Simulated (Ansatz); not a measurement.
## Competing spin states in Mn₂ZnAs₂

```
Mn Zn As
1.0
     4.09900    0.00000    0.00000
    -2.04950    3.54984    0.00000
     0.00000    0.00000    6.57200
Mn Zn As
2 1 2
Cartesian
  0.0000 2.3666 2.4280
  2.0495 1.1833 4.1440
  0.0000 0.0000 0.0000
  0.0000 2.3666 5.0468
  2.0495 1.1833 1.5252
```

Computed with plane-wave PAW DFT (Ansatz 0.2.0): PBE, 420 eV cutoff, 8×8×5 Γ-centred mesh, fermi-dirac occupations of width 0.050 eV. The atoms are fixed and numbered as listed; spin is collinear, without spin-orbit coupling.

Different starts of the self-consistent cycle ended in different solutions. Their moments in μB:

```tsv
state	Mn1	Mn2	other atoms together	size of the net moment a cell
A	3.40	3.40	-0.12	7.21
B	3.63	-3.63	0.00	0.00
C	0.00	0.00	0.00	0.00
```

Site moments are taken in small spheres that don't touch (radius about 0.4 of the atom's shortest bond), so those of the magnetic atoms read low, and they needn't add up to the net moment. State C was run without spin polarisation.

What is the order in energy at zero smearing?

State B (antiparallel, compensated) is lowest; A (parallel moments) lies 97 meV above it, C (without moments) lies 436 meV above it, all counted an atom of the cell.

How much does the cell gain by forming moments?

436 meV an atom of the cell, or 1089 meV for each Mn atom, against state C, which has none. In a metal like this the level decides whether moments form at all, so this is no ordering energy.

The cell is that of a Crystallography Open Database entry, unchanged.

Caveats: only orders that fit this cell and collinear spins were tried, so the true order may need a larger cell or canted moments; atoms and cell are not relaxed, and each state would relax in its own way; the k mesh is coarse, so differences of a few meV are uncertain where a state is a metal; one start a pattern, so a lower state of the same pattern may exist; the atoms stand off equilibrium, with forces up to 0.5 eV/Å.
